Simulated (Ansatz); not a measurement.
LiVO2:
```
CELL_PARAMETERS angstrom
      1.45885     0.84227     4.82722
     -1.45885     0.84227     4.82722
      0.00000    -1.68453     4.82722
ATOMIC_POSITIONS crystal
  V  0.50000 0.50000 0.50000
  O  0.24362 0.24362 0.24362
  O  0.75638 0.75638 0.75638
  Li 0.00000 0.00000 0.00000
```
The run is spin-polarised; directions of the spins, atom by atom: ↑ 0 0 0.

Relaxed with r²SCAN.

Question: Map the electron localisation function on the plane through (0.500, 0.500, 0.500) spanned by u = [1, 0, 0] and v = [-1, 1, 1] in lattice vectors, from plane-wave PAW r²SCAN (Ansatz code).

Answer: x is the fraction of u, y of v (the angle between them is 54°; rows are the nearest grid lines); atoms in the plane: V at (0.00, 0.00), O at (0.49, 0.74), O at (0.51, 0.26), Li at (0.00, 0.50).
```
y \ x   0.000  0.0769  0.192  0.269  0.346  0.462  0.538  0.654  0.731  0.808  0.923   1.00
------  -----  ------  -----  -----  -----  -----  -----  -----  -----  -----  -----  -----
1.00    0.663   0.760  0.069  0.191  0.300  0.050  0.050  0.300  0.191  0.069  0.760  0.663
0.931   0.780   0.749  0.187  0.345  0.723  0.617  0.186  0.033  0.054  0.042  0.447  0.780
0.862   0.424   0.740  0.144  0.408  0.830  0.838  0.771  0.101  0.024  0.045  0.053  0.424
0.759   0.071   0.094  0.088  0.296  0.797  0.265  0.671  0.753  0.188  0.022  0.055  0.071
0.690   0.042   0.056  0.062  0.125  0.591  0.708  0.544  0.830  0.532  0.022  0.015  0.042
0.621   0.018   0.022  0.039  0.053  0.151  0.726  0.806  0.805  0.609  0.020  0.230  0.018
0.552   0.986   0.076  0.034  0.066  0.080  0.168  0.464  0.620  0.454  0.027  0.980  0.986
0.448   0.986   0.980  0.027  0.454  0.620  0.464  0.168  0.080  0.066  0.034  0.076  0.986
0.379   0.018   0.230  0.020  0.609  0.805  0.806  0.726  0.151  0.053  0.039  0.022  0.018
0.310   0.042   0.015  0.022  0.532  0.830  0.544  0.708  0.591  0.125  0.062  0.056  0.042
0.241   0.071   0.055  0.022  0.188  0.753  0.671  0.265  0.797  0.296  0.088  0.094  0.071
0.138   0.424   0.053  0.045  0.024  0.101  0.771  0.838  0.830  0.408  0.144  0.740  0.424
0.0690  0.780   0.447  0.042  0.054  0.033  0.186  0.617  0.723  0.345  0.187  0.749  0.780
0.000   0.663   0.760  0.069  0.191  0.300  0.050  0.050  0.300  0.191  0.069  0.760  0.663
```

The density is the valence pseudo-density with augmentation charge, so density and ELF within about 1 Å of a nucleus are not all-electron values.

Space group R-3m. The workflow started from an entry of the Crystallography Open Database (COD). Whether it is the stable phase at ambient conditions was not checked. The cell was relaxed with r²SCAN under the symmetry of its start; whether a distortion lowers the energy is not shown. The final state is ferromagnetic, the only order run, not a proven ground state. The cell computed holds one magnetic atom, so no antiferromagnetic order was within reach. Other orbital occupations within this spin state were not tried. No Hubbard U is applied.

Potentials: the later of the program's two PAW sets.
